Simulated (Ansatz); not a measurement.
Run on Sr (fcc type): DFT, LDA, all-electron LAPW, scalar-relativistic (Ansatz 0.2.0). This run: fcc relaxed under pressure.

The base cell comes from a relaxation on PAW files under the same functional.

Command: `ansatz run input.yaml --threads 1 --pin off --max-ram 3584MiB --backend cpu --events-out ev --progress --plain --runs-dir out` It took 5.3 s on 1 thread of Arm Neoverse V1, with other jobs on the host, peak memory 0.23 GiB.

```yaml
crystal:
  lattice:
    - [0.0, 2.8902563998, 2.8902563998]
    - [2.8902563998, 0.0, 2.8902563998]
    - [2.8902563998, 2.8902563998, 0.0]
  atoms:
    - { symbol: Sr, position: [0.0, 0.0, 0.0] }
kpoints:
  mp_grid: { grid: [12, 12, 12] }
scf:
  occupations: { method: fermi_dirac, width: 0.1 }
hamiltonian:
  xc: lda
  pseudopotentials: { kind: all_electron, lapw: { basis_error: 0.0005 } }
output:
  forces: true
  stress: true
  eigenvalues: true
relax:
  f_tol: 0.005
  max_steps: 12
  cell: { p_target: 0.14, stress_tol: 0.03 }
```

Output:

```
The last accepted step is kept in <dir> (removed where the run ends without a failure and the disk answers)
LAPW: plane waves up to 4.988 Å⁻¹, error target 5.0e-4 eV per atom; small_component_spin mean_spin; Sr in spheres of 1.982 Å, 20 of its electrons in bands, Dirac shells [] (how accurate: hamiltonian.pseudopotentials.lapw.basis_error, Limitations)
Engine: ansatz 0.2.0
Pseudopotentials: kind: all_electron
Pseudopotential: Sr, LAPW, valence charge 20, lapw/all_electron/scalar/gaussian/Sr, Koelling and Harmon's equation, gaussian nucleus
Functional definition: SPW92
  exchange = slater_x
  correlation = pw_c
Crystal: 1 atoms, lattice volume = 48.288 Å³
Basis set: ecut = 94.79495503619353 eV, 113 PW (Γ), exchange–correlation at level 2
Bands: 14, of which v1, the nominal top of the filled ones, is band 10 counted from 1 (9 counted from 0)
Symmetry: 48 space group operations
Space group: Fm-3m (ITA 225), of the structure as read, at distance tolerance 3.6e-5 Å
k-points: 72 of 1728
Non-local potential: Sr, projectors of the file, none
Initial density: superposition of atomic densities (chi_scale 0.1, normalization cell)
Initial wavefunctions: plane waves of lowest kinetic energy (no species holds an atomic orbital)
Functional: x = slater, c = lda
iter 1 solved again at ethr=5.57e-5 eV; its pass at ethr=1.00e-1 eV (dr2=1.11e-2 eV) is discarded
SCF iter   1: F=—  HF=-86419.343620 eV  |F-HF|=—  |Δ(HF+E_count)|=         —  Δρ=3.29e-3  dr2=1.11e-2  ethr=5.57e-5  ⟨swp⟩=3.3  Hψ=6674  notcnv=0
preconditioner: auto → Kerker (q_TF=auto, 2.356 Å⁻¹)  [metal: Δε(μ)=0.023 eV  Ē_g=3.673 eV  σ=0.100 eV  W_gap=0.06  n_scr=14 (ndim 8)  ℏωp=7.6 eV  f_vac=0.000  D(μ)=1.12/eV (n_scr^D=8)]
SCF iter   2: F=—  HF=-86419.344587 eV  |F-HF|=—  |Δ(HF+E_count)|=   9.67e-4  Δρ=2.56e-3  dr2=6.97e-3  ethr=5.56e-5  ⟨swp⟩=2.0  Hψ=3159  notcnv=0
SCF iter   3: F=—  HF=-86419.345041 eV  |F-HF|=—  |Δ(HF+E_count)|=   4.54e-4  Δρ=8.16e-4  dr2=7.81e-4  ethr=3.49e-5  ⟨swp⟩=2.0  Hψ=3159  notcnv=0
iter 4 solved again at ethr=1.98e-7 eV; its pass at ethr=3.90e-6 eV (dr2=3.96e-5 eV) is discarded
SCF iter   4: F=—  HF=-86419.345024 eV  |F-HF|=—  |Δ(HF+E_count)|=   1.64e-5  Δρ=1.94e-4  dr2=3.96e-5  ethr=1.98e-7  ⟨swp⟩=2.0  Hψ=5241  notcnv=0
SCF iter   5: F=—  HF=-86419.344965 eV  |F-HF|=—  |Δ(HF+E_count)|=   5.93e-5  Δρ=9.90e-5  dr2=8.10e-6  ethr=1.98e-7  ⟨swp⟩=2.0  Hψ=3160  notcnv=0
SCF iter   6: F=—  HF=-86419.344965 eV  |F-HF|=—  |Δ(HF+E_count)|=   4.80e-7  Δρ=4.30e-5  dr2=1.64e-6  ethr=4.05e-8  ⟨swp⟩=2.0  Hψ=3160  notcnv=0
SCF iter   7: F=-86419.344965 eV  HF=-86419.344965 eV  |F-HF|=1.96e-8  |Δ(HF+E_count)|=   1.52e-7  Δρ=9.93e-6  dr2=8.27e-8  ethr=8.19e-9  ⟨swp⟩=2.0  Hψ=3160  notcnv=0
SCF 1 converged in 7 iterations: F = -86419.344965 eV  dr2 = 8.27e-8
relax step   1: F+E_penalty+E_count = -86419.34496547 eV  Δ(F+E_penalty+E_count) = +0.000e0 eV  max|allowed force component| = 0.000e0 eV/Å  Δτ_max = 0.0000 Å  P = +0.139 GPa  Ω = 48.288 Å³  (7 SCF iters, accepted)
Initial density: handed on by an earlier stage of this run
Initial wavefunctions: those handed on with the density
iter 1 solved again at ethr=2.03e-10 eV; its pass at ethr=1.00e-1 eV (dr2=4.06e-8 eV) is discarded
SCF iter   1: F=—  HF=-86419.344965 eV  |F-HF|=—  |Δ(HF+E_count)|=         —  Δρ=8.38e-6  dr2=4.05e-8  ethr=2.03e-10  ⟨swp⟩=3.8  Hψ=5182  notcnv=0
preconditioner: auto → Kerker (q_TF=auto, 2.356 Å⁻¹)  [metal: Δε(μ)=0.012 eV  Ē_g=3.669 eV  σ=0.100 eV  W_gap=0.03  n_scr=14 (ndim 8)  ℏωp=7.6 eV  f_vac=0.000  D(μ)=1.14/eV (n_scr^D=8)]
SCF iter   2: F=-86419.344965 eV  HF=-86419.344965 eV  |F-HF|=8.31e-9  |Δ(HF+E_count)|=   1.73e-8  Δρ=5.86e-6  dr2=2.24e-8  ethr=2.02e-10  ⟨swp⟩=2.0  Hψ=3160  notcnv=0
SCF 2 converged in 2 iterations: F = -86419.344965 eV  dr2 = 2.24e-8
relax step   2: F+E_penalty+E_count = -86419.34496549 eV  Δ(F+E_penalty+E_count) = -1.385e-8 eV  max|allowed force component| = 0.000e0 eV/Å  Δτ_max = 0.0000 Å  P = +0.139 GPa  Ω = 48.288 Å³  stress off target by 1.22e-3 GPa  SCF on the basis re-selected at this cell (its energy is not comparable with the rows above)  (2 SCF iters)
basis re-selected at this cell: Δ(F+E_penalty+E_count) = -1.385e-8 eV, ΔP = +0.000 GPa vs the last step (what re-selecting the basis moved, after the strain that the cell walked since its last selection, with what the two solves' SCF thresholds leave and, on support functions, any second-order correction that the steps lacked; it is no measure of the basis error at this ecutwfc). This SCF's stress stands 1.22e-3 GPa from its target on what of the cell is left free (relax.cell.stress_tol is 3.00e-2 GPa) and its largest allowed force component is 0.00e0 eV/Å (relax.f_tol is 5.00e-3 eV/Å): within both
SCF converged after 2 iterations
Free energy (F): -86419.344965 eV
Harris-Foulkes:  -86419.344965 eV  (|F-HF|=8.31e-9)
Internal energy: -86419.305551 eV  (E = F + TS)
E sigma→0 (E₀):  -86419.325258 eV
Entropy (-TS):   -0.039414 eV (-39.414 meV/atom)
Fermi energy:    6.819172 eV
--- Per-component energies (eV) ---
  E_band       = -1282.703324
  E_kinetic    = 88955.410827
  E_xc         = -2760.984988
  E_electrostatic = -172613.731390  (all electrons and nuclei)
  E_smearing   = -0.039414  (= −TS)
  E_closure    = 0.000000  (closes the sum)
  E_atoms      = -86417.441658  (free atoms, spherical and without spin; not in F)
  Σ components = -86419.344965   (vs F -86419.344965, Δ=0.00e0)
  Basis errors (estimates in eV, not in F): energy 1.4e-4 per atom: plane waves 1.4e-4 (7.4e-5 summed), levels above the bands 5.3e-19, relativity 4.7e-10, radial functions 2.9e-6, core shells 1.2e-8; eigenvalues (radial functions only) 3.7e-7; not estimated: angular momenta, meshes, grids; target (lapw.basis_error) 5.0e-4; muffin-tin radii Sr 1.982 Å
--- Forces (eV/Å), atoms counted from 1 ---
  atom   1  Sr     0.00000000     0.00000000     0.00000000
  max |Σ_I F_I| component: 4.21e-32 eV/Å
--- Stress (GPa, compression-positive) ---
        0.138776       0.000000      -0.000000
        0.000000       0.138776      -0.000000
       -0.000000      -0.000000       0.138776
  P = ⅓ Tr σ = 0.1388 GPa (1.388 kbar)
--- Band table (eV; the first three rows and the last of 72) ---
  k-point 0: bands = ["-116.6175", "-116.6175", "-116.6175", "-116.6159", "-116.6159", "-29.4551", "-11.3320", "-11.3320", "-11.3320", "2.9623", "9.2199", "9.2199", "9.2199", "10.9015"]
  k-point 1: bands = ["-116.6175", "-116.6175", "-116.6175", "-116.6159", "-116.6159", "-29.4534", "-11.3542", "-11.3349", "-11.3349", "3.0905", "9.0292", "9.2808", "9.2808", "10.8173"]
  k-point 2: bands = ["-116.6175", "-116.6175", "-116.6175", "-116.6159", "-116.6159", "-29.4486", "-11.4140", "-11.3426", "-11.3426", "3.4596", "8.5883", "9.3997", "9.3997", "10.6974"]
  k-point 71: bands = ["-116.6175", "-116.6175", "-116.6175", "-116.6159", "-116.6159", "-29.4202", "-11.5388", "-11.5388", "-11.4498", "6.8099", "7.5154", "7.5154", "9.2856", "12.4827"]
--- Relaxed structure (1 steps of the walk, 1 accepted, 1 SCFs on fresh bases) ---
  F+E_penalty+E_count = -86419.34496549 eV   max|allowed force component| = 0.000e0 eV/Å   (the final SCF, on the basis selected at the relaxed cell)
  cell:  # Å, volume = 48.2880 Å³
    - [0.0, 2.8902563998, 2.8902563998]
    - [2.8902563998, 0.0, 2.8902563998]
    - [2.8902563998, 2.8902563998, 0.0]
  atoms:
    - { symbol: Sr, position: [0.0, 0.0, 0.0] }
```

Next run (bcc relaxed under pressure), as changes to the input before:

```diff
   lattice:
-    - [0.0, 2.8902563998, 2.8902563998]
-    - [2.8902563998, 0.0, 2.8902563998]
-    - [2.8902563998, 2.8902563998, 0.0]
+    - [-2.2791502019, 2.2791502019, 2.2791502019]
+    - [2.2791502019, -2.2791502019, 2.2791502019]
+    - [2.2791502019, 2.2791502019, -2.2791502019]
   atoms:
```

Results part of the output:

```
basis re-selected at this cell: Δ(F+E_penalty+E_count) = -9.779e-9 eV, ΔP = +0.000 GPa vs the last step (what re-selecting the basis moved, after the strain that the cell walked since its last selection, with what the two solves' SCF thresholds leave and, on support functions, any second-order correction that the steps lacked; it is no measure of the basis error at this ecutwfc). This SCF's stress stands 2.84e-3 GPa from its target on what of the cell is left free (relax.cell.stress_tol is 3.00e-2 GPa) and its largest allowed force component is 0.00e0 eV/Å (relax.f_tol is 5.00e-3 eV/Å): within both
SCF converged after 2 iterations
Free energy (F): -86419.345869 eV
Harris-Foulkes:  -86419.345869 eV  (|F-HF|=3.59e-9)
Internal energy: -86419.310695 eV  (E = F + TS)
E sigma→0 (E₀):  -86419.328282 eV
Entropy (-TS):   -0.035175 eV (-35.175 meV/atom)
Fermi energy:    6.946690 eV
--- Per-component energies (eV) ---
  E_band       = -1278.646185
  E_kinetic    = 88955.398958
  E_xc         = -2761.088525
  E_electrostatic = -172613.621127  (all electrons and nuclei)
  E_smearing   = -0.035175  (= −TS)
  E_closure    = 0.000000  (closes the sum)
  E_atoms      = -86417.441658  (free atoms, spherical and without spin; not in F)
  Σ components = -86419.345869   (vs F -86419.345869, Δ=0.00e0)
  Basis errors (estimates in eV, not in F): energy 1.6e-4 per atom: plane waves 1.6e-4 (8.5e-5 summed), levels above the bands 9.9e-19, relativity 7.2e-10, radial functions 7.0e-6, core shells 3.7e-8; eigenvalues (radial functions only) 3.7e-7; not estimated: angular momenta, meshes, grids; target (lapw.basis_error) 5.0e-4; muffin-tin radii Sr 1.915 Å
--- Forces (eV/Å), atoms counted from 1 ---
  atom   1  Sr    -0.00000000     0.00000000     0.00000000
  max |Σ_I F_I| component: 6.78e-32 eV/Å
--- Stress (GPa, compression-positive) ---
        0.142837       0.000000      -0.000000
        0.000000       0.142837      -0.000000
       -0.000000      -0.000000       0.142837
  P = ⅓ Tr σ = 0.1428 GPa (1.428 kbar)
--- Band table (eV; the first three rows and the last of 72) ---
  k-point 0: bands = ["-116.4092", "-116.4092", "-116.4092", "-116.4070", "-116.4070", "-29.2512", "-11.1176", "-11.1176", "-11.1176", "3.1099", "9.4433", "9.4433", "9.4433", "10.9914"]
  k-point 1: bands = ["-116.4092", "-116.4092", "-116.4092", "-116.4070", "-116.4070", "-29.2491", "-11.1415", "-11.1251", "-11.1176", "3.2483", "9.3211", "9.3622", "9.5792", "10.8042"]
  k-point 2: bands = ["-116.4092", "-116.4092", "-116.4092", "-116.4070", "-116.4070", "-29.2434", "-11.2062", "-11.1455", "-11.1179", "3.6459", "9.0160", "9.0242", "9.9810", "10.6246"]
  k-point 71: bands = ["-116.4092", "-116.4092", "-116.4092", "-116.4070", "-116.4070", "-29.1967", "-11.3564", "-11.3564", "-11.3564", "6.6345", "6.6345", "11.2121", "11.2121", "11.2121"]
--- Relaxed structure (1 steps of the walk, 1 accepted, 1 SCFs on fresh bases) ---
  F+E_penalty+E_count = -86419.34586939 eV   max|allowed force component| = 0.000e0 eV/Å   (the final SCF, on the basis selected at the relaxed cell)
  cell:  # Å, volume = 47.3564 Å³
    - [-2.2791502019, 2.2791502019, 2.2791502019]
    - [2.2791502019, -2.2791502019, 2.2791502019]
    - [2.2791502019, 2.2791502019, -2.2791502019]
  atoms:
    - { symbol: Sr, position: [0.0, 0.0, 0.0] }
```

Next run (hcp relaxed under pressure), as changes to the input before:

```diff
   lattice:
-    - [-2.2791502019, 2.2791502019, 2.2791502019]
-    - [2.2791502019, -2.2791502019, 2.2791502019]
-    - [2.2791502019, 2.2791502019, -2.2791502019]
+    - [4.0845519307, 0.0, 0.0]
+    - [-2.0422759654, 3.5373257351, 0.0]
+    - [0.0, 0.0, 6.6966130326]
   atoms:
-    - { symbol: Sr, position: [0.0, 0.0, 0.0] }
+    - { symbol: Sr, position: [0.3333333333, 0.6666666667, 0.25] }
+    - { symbol: Sr, position: [0.6666666667, 0.3333333333, 0.75] }
 kpoints:
-  mp_grid: { grid: [12, 12, 12] }
+  mp_grid: { grid: [11, 11, 6] }
 scf:
```

Results part of the output:

```
basis re-selected at this cell: Δ(F+E_penalty+E_count) = -1.077e-9 eV, ΔP = +0.000 GPa vs the last step (what re-selecting the basis moved, after the strain that the cell walked since its last selection, with what the two solves' SCF thresholds leave and, on support functions, any second-order correction that the steps lacked; it is no measure of the basis error at this ecutwfc). This SCF's stress stands 4.26e-4 GPa from its target on what of the cell is left free (relax.cell.stress_tol is 3.00e-2 GPa) and its largest allowed force component is 8.10e-18 eV/Å (relax.f_tol is 5.00e-3 eV/Å): within both
SCF converged after 2 iterations
Free energy (F): -172838.683721 eV
Harris-Foulkes:  -172838.683721 eV  (|F-HF|=3.81e-9)
Internal energy: -172838.596671 eV  (E = F + TS)
E sigma→0 (E₀):  -172838.640196 eV
Entropy (-TS):   -0.087050 eV (-43.525 meV/atom)
Fermi energy:    6.778780 eV
--- Per-component energies (eV) ---
  E_band       = -2565.865617
  E_kinetic    = 177910.802272
  E_xc         = -5521.960836
  E_electrostatic = -345227.438107  (all electrons and nuclei)
  E_smearing   = -0.087050  (= −TS)
  E_closure    = 0.000000  (closes the sum)
  E_atoms      = -172834.883315  (free atoms, spherical and without spin; not in F)
  Σ components = -172838.683721   (vs F -172838.683721, Δ=0.00e0)
  Basis errors (estimates in eV, not in F): energy 1.5e-4 per atom: plane waves 1.4e-4 (7.7e-5 summed), levels above the bands 1.7e-20, relativity 9.1e-10, radial functions 2.1e-6, core shells 1.3e-8; eigenvalues (radial functions only) 2.6e-7; not estimated: angular momenta, meshes, grids; target (lapw.basis_error) 5.0e-4; muffin-tin radii Sr 1.981 Å
--- Forces (eV/Å), atoms counted from 1 ---
  atom   1  Sr    -0.00000000    -0.00000000     0.00000000
  atom   2  Sr     0.00000000     0.00000000     0.00000000
  max |Σ_I F_I| component: 5.78e-19 eV/Å
--- Stress (GPa, compression-positive) ---
        0.140426      -0.000000       0.000000
       -0.000000       0.140426       0.000000
        0.000000       0.000000       0.140401
  P = ⅓ Tr σ = 0.1404 GPa (1.404 kbar)
--- Band table (eV; the first three rows and the last of 64) ---
  k-point 0: bands = ["-116.6292", "-116.6292", "-116.6292", "-116.6292", "-116.6280", "-116.6280", "-116.6274", "-116.6274", "-116.6274", "-116.6274", "-29.4662", "-29.4406", "-11.6561", "-11.3857", "-11.3857", "-11.3445", "-11.3445", "-11.3433", "2.9476", "5.5468", "7.0982", "9.1444", "9.1697", "9.1697", "9.6252", "9.6252", "10.2176", "10.2176"]
  k-point 1: bands = ["-116.6292", "-116.6292", "-116.6292", "-116.6292", "-116.6280", "-116.6280", "-116.6274", "-116.6274", "-116.6274", "-116.6274", "-29.4645", "-29.4423", "-11.6360", "-11.3830", "-11.3830", "-11.3652", "-11.3472", "-11.3472", "3.0749", "5.2686", "7.2592", "8.9861", "9.1287", "9.1287", "9.5280", "9.5280", "10.4030", "10.4030"]
  k-point 2: bands = ["-116.6292", "-116.6292", "-116.6292", "-116.6292", "-116.6280", "-116.6280", "-116.6274", "-116.6274", "-116.6274", "-116.6274", "-29.4598", "-29.4470", "-11.5805", "-11.4242", "-11.3755", "-11.3755", "-11.3548", "-11.3548", "3.4412", "4.6600", "7.6223", "8.5832", "9.0980", "9.0980", "9.3295", "9.3295", "10.8354", "10.8354"]
  k-point 63: bands = ["-116.6292", "-116.6292", "-116.6292", "-116.6292", "-116.6280", "-116.6280", "-116.6274", "-116.6274", "-116.6274", "-116.6274", "-29.4338", "-29.4338", "-11.6019", "-11.6019", "-11.5229", "-11.5229", "-11.4020", "-11.4020", "6.6754", "6.6754", "7.2074", "7.2074", "7.4507", "7.4507", "9.7636", "9.7636", "11.4247", "11.4247"]
--- Relaxed structure (1 steps of the walk, 1 accepted, 1 SCFs on fresh bases) ---
  F+E_penalty+E_count = -172838.68372074 eV   max|allowed force component| = 8.095e-18 eV/Å   (the final SCF, on the basis selected at the relaxed cell)
  cell:  # Å, volume = 96.7553 Å³
    - [4.084551930721376, 2.8867534561700586e-11, 0.0]
    - [-2.042275965385688, 3.5373257350670544, 0.0]
    - [0.0, 0.0, 6.6966130326]
  atoms:
    - { symbol: Sr, position: [0.3333333333333333, 0.6666666666666666, 0.24999999999999997] }
    - { symbol: Sr, position: [0.6666666666666666, 0.33333333333333337, 0.75] }
```

Next run (omega relaxed under pressure), as changes to the input before:

```diff
   lattice:
-    - [4.0845519307, 0.0, 0.0]
-    - [-2.0422759654, 3.5373257351, 0.0]
-    - [0.0, 0.0, 6.6966130326]
+    - [6.5527603107, 0.0, 0.0]
+    - [-3.2763801553, 5.6748568939, 0.0]
+    - [0.0, 0.0, 3.8909450713]
   atoms:
-    - { symbol: Sr, position: [0.3333333333, 0.6666666667, 0.25] }
-    - { symbol: Sr, position: [0.6666666667, 0.3333333333, 0.75] }
+    - { symbol: Sr, position: [0.0, 0.0, 0.0] }
+    - { symbol: Sr, position: [0.3333333333, 0.6666666667, 0.5] }
+    - { symbol: Sr, position: [0.6666666667, 0.3333333333, 0.5] }
 kpoints:
-  mp_grid: { grid: [11, 11, 6] }
+  mp_grid: { grid: [6, 6, 8] }
 scf:
```

Command: `ansatz run input.yaml --threads 1 --pin off --max-ram 3584MiB --backend cpu --events-out ev --progress --plain --runs-dir out` It took 22 s on 1 thread of Arm Neoverse V1, with other jobs on the host, peak memory 0.32 GiB.

Results part of the output:

```
basis re-selected at this cell: Δ(F+E_penalty+E_count) = -3.638e-9 eV, ΔP = +0.000 GPa vs the last step (what re-selecting the basis moved, after the strain that the cell walked since its last selection, with what the two solves' SCF thresholds leave and, on support functions, any second-order correction that the steps lacked; it is no measure of the basis error at this ecutwfc). This SCF's stress stands 8.90e-3 GPa from its target on what of the cell is left free (relax.cell.stress_tol is 3.00e-2 GPa) and its largest allowed force component is 1.57e-18 eV/Å (relax.f_tol is 5.00e-3 eV/Å): within both
SCF converged after 2 iterations
Free energy (F): -259257.889421 eV
Harris-Foulkes:  -259257.889421 eV  (|F-HF|=1.89e-9)
Internal energy: -259257.741936 eV  (E = F + TS)
E sigma→0 (E₀):  -259257.815679 eV
Entropy (-TS):   -0.147485 eV (-49.162 meV/atom)
Fermi energy:    6.810522 eV
--- Per-component energies (eV) ---
  E_band       = -3848.232181
  E_kinetic    = 266866.024209
  E_xc         = -8283.035032
  E_electrostatic = -517840.731112  (all electrons and nuclei)
  E_smearing   = -0.147485  (= −TS)
  E_closure    = 0.000000  (closes the sum)
  E_atoms      = -259252.324973  (free atoms, spherical and without spin; not in F)
  Σ components = -259257.889421   (vs F -259257.889421, Δ=0.00e0)
[... lines left out ...]
        0.000000       0.000000       0.131095
  P = ⅓ Tr σ = 0.1369 GPa (1.369 kbar)
--- Band table (eV; the first three rows and the last of 35) ---
  k-point 0: bands = ["-116.6436", "-116.6436", "-116.6436", "-116.6436", "-116.6381", "-116.6381", "-116.6373", "-116.6373", "-116.6373", "-116.6373", "-116.5912", "-116.5870", "-116.5870", "-116.5758", "-116.5758", "-29.4830", "-29.4466", "-29.3954", "-11.6339", "-11.6339", "-11.4917", "-11.4917", "-11.3901", "-11.3291", "-11.3291", "-11.3270", "-11.3127", "2.9774", "6.6025", "7.0603", "7.0603", "7.1147", "7.1147", "7.3658", "8.8053", "9.5961"]
  k-point 1: bands = ["-116.6436", "-116.6436", "-116.6436", "-116.6436", "-116.6381", "-116.6381", "-116.6373", "-116.6373", "-116.6373", "-116.6373", "-116.5912", "-116.5870", "-116.5870", "-116.5758", "-116.5758", "-29.4804", "-29.4443", "-29.3932", "-11.6290", "-11.6290", "-11.4816", "-11.4816", "-11.4285", "-11.3644", "-11.3551", "-11.3312", "-11.3312", "3.1875", "6.8296", "7.0437", "7.0437", "7.0701", "7.0701", "7.7079", "8.9932", "9.4827"]
  k-point 2: bands = ["-116.6436", "-116.6436", "-116.6436", "-116.6436", "-116.6381", "-116.6381", "-116.6373", "-116.6373", "-116.6373", "-116.6373", "-116.5912", "-116.5870", "-116.5870", "-116.5758", "-116.5758", "-29.4741", "-29.4387", "-29.3878", "-11.6173", "-11.6173", "-11.5194", "-11.4558", "-11.4545", "-11.4545", "-11.4531", "-11.3392", "-11.3392", "3.7775", "6.9377", "6.9377", "6.9985", "6.9985", "7.1785", "8.6846", "9.2785", "9.2785"]
  k-point 34: bands = ["-116.6436", "-116.6436", "-116.6436", "-116.6436", "-116.6381", "-116.6381", "-116.6373", "-116.6373", "-116.6373", "-116.6373", "-116.5912", "-116.5870", "-116.5870", "-116.5758", "-116.5758", "-29.4480", "-29.4480", "-29.3802", "-11.6884", "-11.6213", "-11.6213", "-11.5335", "-11.4923", "-11.4923", "-11.3736", "-11.3736", "-11.3521", "5.9492", "6.4647", "6.4647", "6.8681", "6.8681", "7.1352", "8.6158", "8.6158", "8.8488"]
--- Relaxed structure (1 steps of the walk, 1 accepted, 1 SCFs on fresh bases) ---
  F+E_penalty+E_count = -259257.88942121 eV   max|allowed force component| = 1.566e-18 eV/Å   (the final SCF, on the basis selected at the relaxed cell)
  cell:  # Å, volume = 144.6886 Å³
    - [6.552760310655769, -2.8867543887679404e-11, 0.0]
    - [-3.2763801553028844, 5.6748568939527395, 0.0]
    - [0.0, 0.0, 3.8909450713]
  atoms:
    - { symbol: Sr, position: [0.0, 0.0, 0.0] }
    - { symbol: Sr, position: [0.3333333333333333, 0.6666666666666665, 0.49999999999999994] }
    - { symbol: Sr, position: [0.6666666666666665, 0.33333333333333326, 0.49999999999999994] }
```
